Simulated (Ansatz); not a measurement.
LaOs2:
```yaml
crystal:
  lattice:
    - [0.00000, 3.86231, 3.86231]
    - [3.86231, 0.00000, 3.86231]
    - [3.86231, 3.86231, 0.00000]
  atoms:
    - { symbol: La, position: [0.50000, 0.50000, 0.50000] }
    - { symbol: La, position: [0.75000, 0.75000, 0.75000] }
    - { symbol: Os, position: [0.12500, 0.12500, 0.12500] }
    - { symbol: Os, position: [0.62500, 0.12500, 0.12500] }
    - { symbol: Os, position: [0.12500, 0.12500, 0.62500] }
    - { symbol: Os, position: [0.12500, 0.62500, 0.12500] }
```

Relaxed with r²SCAN.

Give the Bader charges and basin volumes of the independent atoms, the program Ansatz at the r²SCAN level (PAW).



| atom | Bader charge (e) | Bader volume (Å³) |
|---|---|---|
| La1 | +1.41 | 18.5 |
| Os3 | -0.70 | 19.5 |

Space group Fd-3m (cubic Laves (MgCu2 type)). The workflow started from an entry of the Crystallography Open Database (COD). Whether it is the stable phase at ambient conditions was not checked. The r²SCAN relaxation kept the symmetry of its start; whether a distortion lowers the energy is not shown. No spin polarisation was allowed. Spin–orbit coupling is left out wherever it is not named.

Potentials: the later of the program's two PAW sets.
